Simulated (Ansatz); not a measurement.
A relaxed cell of Na₂Te (Fm-3m (No. 225)), relaxed on a k-mesh at least as fine as the one used below. Method: r2SCAN (plane waves to 500 eV, PAW, scalar-relativistic; Ansatz, an electronic-structure program). Γ-centred k-mesh 3×6×6 on the run's cell (coarser than for final values), Fermi–Dirac smearing 0.05 eV.

```
CELL_PARAMETERS angstrom
      0.00000     7.27865     7.27865
      3.63932     0.00000     3.63932
      3.63932     3.63932     0.00000
ATOMIC_POSITIONS crystal
  Na 0.12500 0.25000 0.25000
  Na 0.62500 0.25000 0.25000
  Na 0.37500 0.75000 0.75000
  Na 0.87500 0.75000 0.75000
  Te 0.00000 0.00000 0.00000
  Te 0.50000 0.00000 0.00000
```

The atoms are displaced by (Å):

```
atom      ux      uy      uz
----  ------  ------  ------
Na1    0.085   0.067   0.051
Na2   -0.109   0.050  -0.055
Na3    0.059  -0.033   0.009
Na4    0.084  -0.086   0.025
Te5   -0.108   0.073  -0.028
Te6    0.045  -0.029   0.157
```

Task: What forces (eV/Å) and pressure result?

Result: 
```
atom     Fx     Fy     Fz
----  -----  -----  -----
Na1   -0.22  -0.01  -0.12
Na2    0.21  -0.02   0.25
Na3   -0.08   0.09   0.19
Na4   -0.23   0.20   0.01
Te5    0.44  -0.23   0.10
Te6   -0.11  -0.02  -0.44
```

Pressure +0.3 GPa.

Task: Estimate the energy cost of the displacement in the harmonic approximation and compare with the calculation.

Result: For a harmonic well ΔE = −½ Σ F·u = 0.123 eV a cell, or 20 meV/atom. The calculated energy relative to the undisplaced cell is +21 meV/atom, so the harmonic estimate holds well.

No spin polarisation in the result.

The run that gave the undisplaced cell could not lose the symmetry of its start; a randomly shaken copy of 3 atoms returns to this structure.
